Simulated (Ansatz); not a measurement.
InSb (zinc blende)

```
InSb
1.0
    0.00000     3.27863     3.27863
    3.27863     0.00000     3.27863
    3.27863     3.27863     0.00000
Sb In
1 1
Cartesian
  4.91795   4.91795   4.91795
  0.00000   0.00000   0.00000
```

The volume is varied about the relaxed value V₀ at fixed cell shape. Symmetry pins the atoms to their sites.

Method: r2SCAN (plane waves to 500 eV, PAW, scalar-relativistic; Ansatz, a first-principles code). k mesh 12×12×12 (Γ-centred), Fermi-Dirac smearing 0.05 eV. E stands for the smeared free energy. Compression counts positive. At this level the bands of InSb touch or barely overlap; measurements give the solid a gap. InSb was relaxed with its symmetry unable to fall. Spin-orbit coupling is left out, though Sb is heavy. The PAW data are Ansatz's earlier set. The zero of ΔE is the relaxed starting cell.

```json
[
 {"V (Å³/cell)": "59.21", "ΔE (meV/atom)": "(withheld)", "P (GPa)": "11.5"},
 {"V (Å³/cell)": "61.09", "ΔE (meV/atom)": "112", "P (GPa)": "8.8"},
 {"V (Å³/cell)": "62.97", "ΔE (meV/atom)": "68", "P (GPa)": "6.4"},
 {"V (Å³/cell)": "64.85", "ΔE (meV/atom)": "(withheld)", "P (GPa)": "4.4"},
 {"V (Å³/cell)": "66.73", "ΔE (meV/atom)": "15", "P (GPa)": "2.7"},
 {"V (Å³/cell)": "68.61", "ΔE (meV/atom)": "4", "P (GPa)": "1.3"},
 {"V (Å³/cell)": "70.49", "ΔE (meV/atom)": "0", "P (GPa)": "0.0"},
 {"V (Å³/cell)": "72.37", "ΔE (meV/atom)": "3", "P (GPa)": "-1.1"},
 {"V (Å³/cell)": "74.25", "ΔE (meV/atom)": "12", "P (GPa)": "-2.0"},
 {"V (Å³/cell)": "76.13", "ΔE (meV/atom)": "26", "P (GPa)": "-2.8"},
 {"V (Å³/cell)": "78.01", "ΔE (meV/atom)": "45", "P (GPa)": "-3.4"},
 {"V (Å³/cell)": "79.89", "ΔE (meV/atom)": "67", "P (GPa)": "-4.0"},
 {"V (Å³/cell)": "81.76", "ΔE (meV/atom)": "92", "P (GPa)": "-4.5"}
]
```

Q: What belongs in the gaps?

A: 
- 59.21, ΔE (meV/atom): 171
- 64.85, ΔE (meV/atom): 36

(A scan under strain: stresses follow from slopes of the energy per volume, elastic moduli from its curvatures.)
